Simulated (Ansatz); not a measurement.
Input and output for Os (hcp type): DFT, PBEsol, all-electron LAPW, scalar-relativistic (Ansatz 0.2.0). This run: volume at 0.7 of the series' base cell.

The base cell comes from a relaxation on PAW files under the same functional.

Command: `ansatz run input.yaml --threads 1 --pin off --max-ram 2048MiB --backend cpu --events-out ev --progress --plain --runs-dir out` It took 99 s on 1 thread of Arm Neoverse V1, with other jobs on the host, peak memory 0.78 GiB.

```yaml
crystal:
  lattice:
    - [2.4138288536, 0.0, 0.0]
    - [-1.2069144268, 2.0904371076, 0.0]
    - [0.0, 0.0, 3.8532629737]
  atoms:
    - { symbol: Os, position: [0.3333333333, 0.6666666667, 0.25] }
    - { symbol: Os, position: [0.6666666667, 0.3333333333, 0.75] }
kpoints:
  mp_grid: { grid: [16, 16, 9] }
  band_path:
    path:
      - [0.0, 0.0, 0.0]
      - [0.5, 0.0, 0.0]
      - [0.3333333333, 0.3333333333, 0.0]
      - [0.0, 0.0, 0.0]
      - [0.0, 0.0, 0.5]
      - [0.5, 0.0, 0.5]
      - [0.3333333333, 0.3333333333, 0.5]
      - [0.0, 0.0, 0.5]
      - [0.5, 0.0, 0.5]
    npoints: 8
scf:
  occupations: { method: fermi_dirac, width: 0.05 }
hamiltonian:
  xc: pbesol
  pseudopotentials: { kind: all_electron, lapw: { basis_error: 0.001 } }
output:
  forces: true
  stress: true
  eigenvalues: true
  populations: true
  dos: { projected: true, de: 0.2, e_range: [-14, 8] }
```

Output:

```
Os: projections on atomic orbitals take those of the free atom 1s2 2s2 2p6 3s2 3p6 3d10 4s2 4p6 4d10 4f14 5s2 5p6 5d6 6s2, of charge +0.00 (hamiltonian.pseudopotentials.projection_atoms)
LAPW: plane waves up to 10.247 Å⁻¹, error target 1.0e-3 eV per atom; small_component_spin mean_spin; Os in spheres of 1.189 Å, 46 of its electrons in bands, Dirac shells [] (how accurate: hamiltonian.pseudopotentials.lapw.basis_error, Limitations)
Engine: ansatz 0.2.0
Pseudopotentials: kind: all_electron
Pseudopotential: Os, LAPW, valence charge 46, lapw/all_electron/scalar/gaussian/Os, Koelling and Harmon's equation, gaussian nucleus
Functional definition: PBEsol
  exchange = pbesol_x
  correlation = pbesol_c
Crystal: 2 atoms, lattice volume = 19.443 Å³
Basis set: ecut = 400.0216670158671 eV, 337 PW (Γ), exchange–correlation at level 2
Bands: 56, of which v1, the nominal top of the filled ones, is band 46 counted from 1 (45 counted from 0)
Symmetry: 24 space group operations
Space group: P63/mmc (ITA 194), of the structure as read, at distance tolerance 2.7e-5 Å
k-points: 150 of 2304
Non-local potential: Os, projectors of the file, none
Initial density: superposition of atomic densities (chi_scale 0.1, normalization cell)
Initial wavefunctions: plane waves of lowest kinetic energy (no species holds an atomic orbital)
Functional: x = pbesol(κ = 0.804, μ = 0.12345679012345678), c = pbesol(β = 0.046)
iter 1 solved again at ethr=6.42e-5 eV; its pass at ethr=1.00e-1 eV (dr2=5.90e-2 eV) is discarded
SCF iter   1: F=—  HF=-938578.548458 eV  |F-HF|=—  |Δ(HF+E_count)|=         —  Δρ=3.06e-2  dr2=5.93e-2  ethr=6.42e-5  ⟨swp⟩=3.0  Hψ=53785  notcnv=0
preconditioner: auto → Kerker (q_TF=auto, 3.535 Å⁻¹)  [metal: Δε(μ)=0.037 eV  Ē_g=47.819 eV  σ=0.050 eV  W_gap=0.18  n_scr=22 (ndim 8)  ℏωp=63.0 eV  f_vac=0.000  D(μ)=0.57/eV (n_scr^D=2)]
SCF iter   2: F=—  HF=-938578.401326 eV  |F-HF|=—  |Δ(HF+E_count)|=   1.47e-1  Δρ=1.56e-2  dr2=2.04e-2  ethr=6.42e-5  ⟨swp⟩=2.0  Hψ=25663  notcnv=0
SCF iter   3: F=—  HF=-938578.390833 eV  |F-HF|=—  |Δ(HF+E_count)|=   1.05e-2  Δρ=9.87e-3  dr2=9.46e-3  ethr=2.22e-5  ⟨swp⟩=2.0  Hψ=24336  notcnv=0
SCF iter   4: F=—  HF=-938578.388907 eV  |F-HF|=—  |Δ(HF+E_count)|=   1.93e-3  Δρ=4.44e-3  dr2=2.43e-3  ethr=1.03e-5  ⟨swp⟩=2.0  Hψ=24335  notcnv=0
iter 5 solved again at ethr=1.13e-7 eV; its pass at ethr=2.64e-6 eV (dr2=1.04e-4 eV) is discarded
SCF iter   5: F=—  HF=-938578.388510 eV  |F-HF|=—  |Δ(HF+E_count)|=   3.97e-4  Δρ=8.79e-4  dr2=1.04e-4  ethr=1.13e-7  ⟨swp⟩=2.0  Hψ=41471  notcnv=0
SCF iter   6: F=—  HF=-938578.388502 eV  |F-HF|=—  |Δ(HF+E_count)|=   8.62e-6  Δρ=2.02e-4  dr2=4.83e-6  ethr=1.13e-7  ⟨swp⟩=2.0  Hψ=24335  notcnv=0
SCF iter   7: F=—  HF=-938578.388501 eV  |F-HF|=—  |Δ(HF+E_count)|=   4.63e-7  Δρ=4.26e-5  dr2=3.07e-7  ethr=5.25e-9  ⟨swp⟩=2.0  Hψ=24335  notcnv=0
SCF iter   8: F=-938578.388501 eV  HF=-938578.388501 eV  |F-HF|=5.59e-9  |Δ(HF+E_count)|=   4.96e-8  Δρ=1.15e-5  dr2=1.59e-8  ethr=3.34e-10  ⟨swp⟩=2.0  Hψ=24335  notcnv=0
SCF 1 converged in 8 iterations: F = -938578.388501 eV  dr2 = 1.59e-8
NSCF: frozen V_eff on 65 k-points
SCF converged after 8 iterations
Free energy (F): -938578.388501 eV
Harris-Foulkes:  -938578.388501 eV  (|F-HF|=5.59e-9)
Internal energy: -938578.383385 eV  (E = F + TS)
E sigma→0 (E₀):  -938578.385943 eV
Entropy (-TS):   -0.005116 eV (-2.558 meV/atom)
Fermi energy:    48.940605 eV
--- Per-component energies (eV) ---
  E_band       = -8768.481053
  E_kinetic    = 1058352.481897
  E_xc         = -18270.616282
  E_electrostatic = -1978660.249000  (all electrons and nuclei)
  E_smearing   = -0.005116  (= −TS)
  E_closure    = 0.000000  (closes the sum)
  E_atoms      = -938560.931176  (free atoms, spherical and without spin; not in F)
  Σ components = -938578.388501   (vs F -938578.388501, Δ=0.00e0)
  Basis errors (estimates in eV, not in F): energy 2.2e-4 per atom: plane waves 2.0e-4 (1.0e-4 summed), levels above the bands 2.3e-193, relativity 2.9e-8, radial functions 1.8e-5, core shells 5.5e-7; eigenvalues (radial functions only) 2.8e-6; not estimated: angular momenta, meshes, grids; target (lapw.basis_error) 1.0e-3; muffin-tin radii Os 1.189 Å
--- Forces (eV/Å), atoms counted from 1 ---
  atom   1  Os     0.00000000     0.00000000     0.00000000
  atom   2  Os    -0.00000000    -0.00000000     0.00000000
  max |Σ_I F_I| component: 1.85e-17 eV/Å
--- Stress (GPa, compression-positive) ---
      347.084069      -0.000000       0.000000
        0.000000     347.084069       0.000000
        0.000000       0.000000     346.991304
  P = ⅓ Tr σ = 347.0531 GPa (3470.531 kbar)
--- Band table (eV; the first three rows and the last of 150) ---
  k-point 0: bands = ["-416.7045", "-416.7045", "-416.6973", "-416.6973", "-416.6973", "-416.6973", "-218.4923", "-218.4923", "-218.4800", "-218.4800", "-218.4799", "-218.4799", "-218.4796", "-218.4796", "-218.4796", "-218.4796", "-38.6556", "-38.1194", "-0.0912", "1.6406", "1.6516", "1.6516", "1.6560", "1.6606", "1.6849", "1.6849", "1.6933", "1.6933", "1.6963", "1.7208", "1.7208", "1.7364", "1.7403", "2.9725", "2.9725", "3.4541", "3.4541", "3.5681", "34.7826", "37.0257", "43.6307", "43.6307", "43.9066", "45.0801", "45.0801", "46.3539", "46.3539", "49.6935", "51.5573", "51.5573", "61.2380", "61.7955", "63.9195", "68.3551", "73.3303", "73.3303"]
  k-point 1: bands = ["-416.7045", "-416.7045", "-416.6973", "-416.6973", "-416.6973", "-416.6973", "-218.4923", "-218.4923", "-218.4800", "-218.4800", "-218.4799", "-218.4799", "-218.4796", "-218.4796", "-218.4796", "-218.4796", "-38.6399", "-38.1361", "0.0059", "1.6405", "1.6491", "1.6491", "1.6574", "1.6597", "1.6889", "1.6889", "1.6900", "1.6900", "1.6959", "1.7231", "1.7231", "1.7365", "1.7402", "2.9864", "2.9864", "3.4391", "3.4391", "3.4415", "35.0252", "37.1073", "43.5007", "43.5007", "43.7702", "44.9114", "44.9114", "46.7182", "46.7182", "49.0485", "51.6430", "51.6430", "60.7160", "62.4448", "65.0541", "67.4034", "71.8702", "71.8702"]
  k-point 2: bands = ["-416.7045", "-416.7045", "-416.6973", "-416.6973", "-416.6973", "-416.6973", "-218.4923", "-218.4923", "-218.4800", "-218.4800", "-218.4799", "-218.4799", "-218.4796", "-218.4796", "-218.4796", "-218.4796", "-38.5947", "-38.1841", "0.2888", "1.6407", "1.6456", "1.6456", "1.6571", "1.6606", "1.6789", "1.6789", "1.6947", "1.7008", "1.7008", "1.7267", "1.7267", "1.7368", "1.7399", "3.0269", "3.0269", "3.0848", "3.3961", "3.3961", "35.6980", "37.3287", "43.2869", "43.2869", "43.4319", "44.4939", "44.4939", "47.4983", "47.6114", "47.6114", "51.7500", "51.7500", "60.1783", "63.5322", "66.3214", "67.3402", "70.2479", "70.2479"]
  k-point 149: bands = ["-416.7045", "-416.7045", "-416.6973", "-416.6973", "-416.6973", "-416.6973", "-218.4922", "-218.4922", "-218.4800", "-218.4800", "-218.4800", "-218.4800", "-218.4796", "-218.4796", "-218.4796", "-218.4796", "-38.0560", "-38.0487", "0.5988", "0.6150", "1.3459", "1.5087", "1.6554", "1.6578", "1.6701", "1.6702", "1.6719", "1.6961", "1.6973", "1.6973", "1.7010", "1.7025", "1.7079", "1.7135", "1.7140", "1.7190", "2.9219", "2.9612", "39.4598", "39.4898", "40.8213", "41.4644", "43.8890", "44.0934", "46.2215", "46.6789", "51.5524", "51.8460", "60.6903", "61.2276", "63.5564", "64.1085", "66.0125", "66.8173", "71.3941", "72.2334"]
--- Löwdin populations: 2 sites ---
  site symbol       q [e]
     0     Os     75.8645
     1     Os     75.8645
  spilling = 0.001784 (of n_electrons = 152.000000)
```

populations.tsv:

```
# site	symbol	l	j	q
# orbitals = lowdin
# n_electrons = 152.000000
# spilling = 0.001784
# projection_atom_Os: 1s2 2s2 2p6 3s2 3p6 3d10 4s2 4p6 4d10 4f14 5s2 5p6 5d6 6s2
0	Os	0_1S	-	1.999999
0	Os	0_2S	-	1.999966
0	Os	0_3S	-	1.999581
0	Os	0_4S	-	1.995745
0	Os	0_5S	-	1.941435
0	Os	0_6S	-	0.858625
0	Os	1_2P	-	6.000000
0	Os	1_3P	-	5.999998
0	Os	1_4P	-	5.999903
0	Os	1_5P	-	5.989288
0	Os	2_3D	-	9.999999
0	Os	2_4D	-	9.999908
0	Os	2_5D	-	7.080508
0	Os	3_4F	-	13.999498
1	Os	0_1S	-	1.999999
1	Os	0_2S	-	1.999966
1	Os	0_3S	-	1.999581
1	Os	0_4S	-	1.995745
1	Os	0_5S	-	1.941435
1	Os	0_6S	-	0.858625
1	Os	1_2P	-	6.000000
1	Os	1_3P	-	5.999998
1	Os	1_4P	-	5.999903
1	Os	1_5P	-	5.989288
1	Os	2_3D	-	9.999999
1	Os	2_4D	-	9.999908
1	Os	2_5D	-	7.080508
1	Os	3_4F	-	13.999498
```

Next run (volume at 0.6 of the series' base cell), as changes to the input before:

```diff
   lattice:
-    - [2.4138288536, 0.0, 0.0]
-    - [-1.2069144268, 2.0904371076, 0.0]
-    - [0.0, 0.0, 3.8532629737]
+    - [2.2890440211, 0.0, 0.0]
+    - [-1.1445220105, 1.9823702727, 0.0]
+    - [0.0, 0.0, 3.6727089964]
   atoms:
   mp_grid: { grid: [16, 16, 9] }
-  band_path:
-    path:
-      - [0.0, 0.0, 0.0]
-      - [0.5, 0.0, 0.0]
-      - [0.3333333333, 0.3333333333, 0.0]
-      - [0.0, 0.0, 0.0]
-      - [0.0, 0.0, 0.5]
-      - [0.5, 0.0, 0.5]
-      - [0.3333333333, 0.3333333333, 0.5]
-      - [0.0, 0.0, 0.5]
-      - [0.5, 0.0, 0.5]
-    npoints: 8
 scf:
   populations: true
-  dos: { projected: true, de: 0.2, e_range: [-14, 8] }
```

Results part of the output:

```
SCF 1 converged in 8 iterations: F = -938569.697258 eV  dr2 = 6.96e-9
SCF converged after 8 iterations
Free energy (F): -938569.697258 eV
Harris-Foulkes:  -938569.697258 eV  (|F-HF|=1.05e-9)
Internal energy: -938569.691933 eV  (E = F + TS)
E sigma→0 (E₀):  -938569.694595 eV
Entropy (-TS):   -0.005325 eV (-2.662 meV/atom)
Fermi energy:    57.727052 eV
--- Per-component energies (eV) ---
  E_band       = -10277.307052
  E_kinetic    = 1058435.027250
  E_xc         = -18283.090238
  E_electrostatic = -1978721.628945  (all electrons and nuclei)
  E_smearing   = -0.005325  (= −TS)
  E_closure    = 0.000000  (closes the sum)
  E_atoms      = -938560.931176  (free atoms, spherical and without spin; not in F)
  Σ components = -938569.697258   (vs F -938569.697258, Δ=0.00e0)
[... lines left out ...]
  atom   2  Os     0.00000000     0.00000000     0.00000000
  max |Σ_I F_I| component: 5.55e-17 eV/Å
--- Stress (GPa, compression-positive) ---
      692.130751       0.000000      -0.000000
        0.000000     692.130751      -0.000000
       -0.000000      -0.000000     691.940151
  P = ⅓ Tr σ = 692.0672 GPa (6920.672 kbar)
--- Band table (eV; the first three rows and the last of 150) ---
  k-point 0: bands = ["-567.8229", "-567.8229", "-408.1163", "-408.1163", "-408.1149", "-408.1149", "-408.1149", "-408.1149", "-209.9121", "-209.9120", "-209.9062", "-209.9062", "-209.9062", "-209.9062", "-209.9032", "-209.9032", "-209.9029", "-209.9029", "-30.8806", "-29.9197", "6.7262", "10.1346", "10.1346", "10.1357", "10.1456", "10.1542", "10.2006", "10.2006", "10.2173", "10.2173", "10.2363", "10.2741", "10.2741", "10.2928", "10.2992", "11.4987", "11.4987", "12.1863", "12.1863", "12.3359", "42.4059", "43.6476", "51.0111", "51.0111", "51.2531", "52.8009", "52.8009", "54.4555", "54.4555", "59.3574", "60.6514", "60.6514", "69.1719", "71.2286", "71.9844", "79.7618", "83.2852", "83.2852"]
  k-point 1: bands = ["-567.8229", "-567.8229", "-408.1163", "-408.1163", "-408.1149", "-408.1149", "-408.1149", "-408.1149", "-209.9121", "-209.9120", "-209.9062", "-209.9062", "-209.9062", "-209.9062", "-209.9031", "-209.9031", "-209.9029", "-209.9029", "-30.8532", "-29.9504", "6.8708", "10.1306", "10.1306", "10.1326", "10.1506", "10.1528", "10.2099", "10.2099", "10.2102", "10.2102", "10.2350", "10.2773", "10.2773", "10.2930", "10.2990", "11.5179", "11.5179", "12.1331", "12.1645", "12.1645", "42.7057", "43.7577", "50.8641", "50.8641", "51.1035", "52.5951", "52.5951", "54.8900", "54.8900", "58.6372", "60.7876", "60.7876", "68.5576", "71.7136", "73.3212", "78.3900", "81.7237", "81.7237"]
  k-point 2: bands = ["-567.8229", "-567.8229", "-408.1163", "-408.1163", "-408.1149", "-408.1149", "-408.1149", "-408.1149", "-209.9121", "-209.9120", "-209.9062", "-209.9062", "-209.9062", "-209.9062", "-209.9031", "-209.9031", "-209.9029", "-209.9029", "-30.7738", "-30.0382", "7.2928", "10.1256", "10.1256", "10.1291", "10.1489", "10.1580", "10.1925", "10.1925", "10.2307", "10.2307", "10.2313", "10.2824", "10.2824", "10.2935", "10.2985", "11.5681", "11.5742", "11.5742", "12.1020", "12.1020", "43.5070", "44.0702", "50.6200", "50.6200", "50.7598", "52.0882", "52.0882", "55.9698", "55.9698", "56.8766", "60.9935", "60.9935", "67.9668", "72.1384", "75.9940", "77.3986", "79.7992", "79.7992"]
  k-point 149: bands = ["-567.8229", "-567.8229", "-408.1163", "-408.1163", "-408.1149", "-408.1149", "-408.1149", "-408.1149", "-209.9119", "-209.9119", "-209.9060", "-209.9060", "-209.9060", "-209.9060", "-209.9031", "-209.9031", "-209.9031", "-209.9030", "-29.7758", "-29.7625", "7.7458", "7.7678", "8.8381", "9.1222", "10.1290", "10.1294", "10.1734", "10.1747", "10.1880", "10.2121", "10.2237", "10.2256", "10.2364", "10.2365", "10.2399", "10.2441", "10.2535", "10.2537", "11.3743", "11.4358", "46.2522", "46.2812", "47.9010", "48.8935", "51.9943", "52.2661", "54.3124", "54.7071", "60.7530", "61.1267", "71.8360", "72.3865", "75.1260", "75.6096", "78.0461", "78.6937", "81.9682", "83.0549"]
--- Löwdin populations: 2 sites ---
  site symbol       q [e]
     0     Os     75.8820
     1     Os     75.8820
  spilling = 0.001552 (of n_electrons = 152.000000)
```

Next run (volume at 0.5 of the series' base cell), as changes to the input before:

```diff
   lattice:
-    - [2.2890440211, 0.0, 0.0]
-    - [-1.1445220105, 1.9823702727, 0.0]
-    - [0.0, 0.0, 3.6727089964]
+    - [2.1482867496, 0.0, 0.0]
+    - [-1.0741433748, 1.8604708998, 0.0]
+    - [0.0, 0.0, 3.4747939984]
   atoms:
```

Command: `ansatz run input.yaml --threads 1 --pin off --max-ram 2048MiB --backend cpu --events-out ev --progress --plain --runs-dir out` It took 95 s on 1 thread of Arm Neoverse V1 (shared host), peak memory 0.84 GiB.

Results part of the output:

```
SCF 1 converged in 7 iterations: F = -938552.479760 eV  dr2 = 3.00e-8
SCF converged after 7 iterations
Free energy (F): -938552.479760 eV
Harris-Foulkes:  -938552.479760 eV  (|F-HF|=3.26e-9)
Internal energy: -938552.476246 eV  (E = F + TS)
E sigma→0 (E₀):  -938552.478003 eV
Entropy (-TS):   -0.003513 eV (-1.757 meV/atom)
Fermi energy:    69.905688 eV
--- Per-component energies (eV) ---
  E_band       = -9202.999275
  E_kinetic    = 1058561.451949
  E_xc         = -18300.656777
  E_electrostatic = -1978813.271418  (all electrons and nuclei)
  E_smearing   = -0.003513  (= −TS)
  E_closure    = 0.000000  (closes the sum)
  E_atoms      = -938560.931176  (free atoms, spherical and without spin; not in F)
  Σ components = -938552.479760   (vs F -938552.479760, Δ=0.00e0)
[... lines left out ...]
  atom   2  Os    -0.00000000    -0.00000000     0.00000000
  max |Σ_I F_I| component: 0.00e0 eV/Å
--- Stress (GPa, compression-positive) ---
     1375.270405       0.000000       0.000000
       -0.000000    1375.270405       0.000000
        0.000000       0.000000    1374.705045
  P = ⅓ Tr σ = 1375.0820 GPa (13750.820 kbar)
--- Band table (eV; the first three rows and the last of 150) ---
  k-point 0: bands = ["-556.2511", "-556.2511", "-396.5551", "-396.5551", "-396.5551", "-396.5551", "-396.5478", "-396.5478", "-198.3620", "-198.3620", "-198.3620", "-198.3620", "-198.3591", "-198.3587", "-198.3526", "-198.3526", "-198.3518", "-198.3518", "-20.8306", "-19.0262", "15.4392", "21.4970", "21.4970", "21.5285", "21.5292", "21.5466", "21.6439", "21.6439", "21.6796", "21.6796", "21.7256", "21.7922", "21.7922", "21.8228", "21.8339", "23.1646", "23.1646", "24.1570", "24.1570", "24.3116", "52.8983", "53.5846", "61.0224", "61.0224", "61.1038", "63.2790", "63.2790", "65.5222", "65.5222", "72.9654", "72.9708", "72.9708", "79.8953", "82.8401", "83.1724", "96.4621", "96.8969", "96.8969"]
  k-point 1: bands = ["-556.2511", "-556.2511", "-396.5551", "-396.5551", "-396.5551", "-396.5551", "-396.5478", "-396.5478", "-198.3620", "-198.3620", "-198.3620", "-198.3620", "-198.3591", "-198.3587", "-198.3526", "-198.3526", "-198.3519", "-198.3519", "-20.7814", "-19.0868", "15.6622", "21.4919", "21.4919", "21.5150", "21.5440", "21.5450", "21.6616", "21.6616", "21.6654", "21.6654", "21.7229", "21.7978", "21.7978", "21.8232", "21.8336", "23.1908", "23.1908", "23.9730", "24.1246", "24.1246", "53.0392", "53.9701", "60.8536", "60.8536", "60.9583", "63.0231", "63.0231", "66.0512", "66.0512", "72.1511", "73.1877", "73.1877", "79.1680", "83.5655", "84.4229", "93.6681", "95.1240", "95.1240"]
  k-point 2: bands = ["-556.2511", "-556.2511", "-396.5551", "-396.5551", "-396.5551", "-396.5551", "-396.5478", "-396.5478", "-198.3620", "-198.3620", "-198.3620", "-198.3620", "-198.3591", "-198.3588", "-198.3525", "-198.3525", "-198.3519", "-198.3519", "-20.6382", "-19.2586", "16.3127", "21.4870", "21.4870", "21.5058", "21.5367", "21.5537", "21.6315", "21.6315", "21.7013", "21.7013", "21.7148", "21.8067", "21.8067", "21.8241", "21.8326", "23.0486", "23.2681", "23.2681", "24.0319", "24.0319", "53.4499", "54.9079", "60.5701", "60.5701", "60.7153", "62.3956", "62.3956", "67.3841", "67.3841", "70.1671", "73.5647", "73.5647", "78.5237", "83.7110", "87.5495", "92.1632", "92.7538", "92.7538"]
  k-point 149: bands = ["-556.2511", "-556.2511", "-396.5551", "-396.5551", "-396.5551", "-396.5551", "-396.5478", "-396.5478", "-198.3616", "-198.3615", "-198.3614", "-198.3614", "-198.3585", "-198.3585", "-198.3525", "-198.3524", "-198.3523", "-198.3523", "-18.6716", "-18.6456", "16.9657", "16.9965", "18.5686", "19.0148", "21.4394", "21.4496", "21.5928", "21.5947", "21.6321", "21.6737", "21.6882", "21.6948", "21.7115", "21.7167", "21.7318", "21.7359", "21.7492", "21.7498", "22.8653", "22.9615", "55.5319", "55.5397", "57.6103", "59.2309", "63.2677", "63.6071", "65.5578", "65.7678", "73.3167", "73.8071", "87.0634", "87.6808", "90.9305", "91.3627", "94.3405", "94.4584", "97.0438", "98.0922"]
--- Löwdin populations: 2 sites ---
  site symbol       q [e]
     0     Os     75.8878
     1     Os     75.8878
  spilling = 0.001476 (of n_electrons = 152.000000)
```

Spin–orbit coupling is left out, which matters for the heavy atoms. The structure type is held throughout; the real material can change phase at far lower pressure.
